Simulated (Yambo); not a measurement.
```
BeSe
1.0
    0.00000     2.48817     2.48817
    2.48817     0.00000     2.48817
    2.48817     2.48817     0.00000
Be Se
1 1
Cartesian
  0.00000   0.00000   0.00000
  3.73226   3.73226   3.73226
```

The PBEsol cell relaxed from Materials Project entry mp-1541 was given an isotropic strain of -3 % on all lattice vectors, and the atoms were relaxed again.

**Question.** Where are the main features of Im ε from RPA with local fields on PBE bands (Yambo; 18×18×18 mesh, 31 bands, 4 Ry local-field block, 0.2 eV broadening; field along x)?

**Answer.** Peaks at 6.5 eV (16), heights in brackets. Peak heights and small wiggles depend on the k mesh. Convergence of the RPA response with its 18×18×18 mesh was not tested. No excitonic effects at this level. 

Spin-orbit coupling is not included.

The potentials are those of PseudoDojo's stringent table.
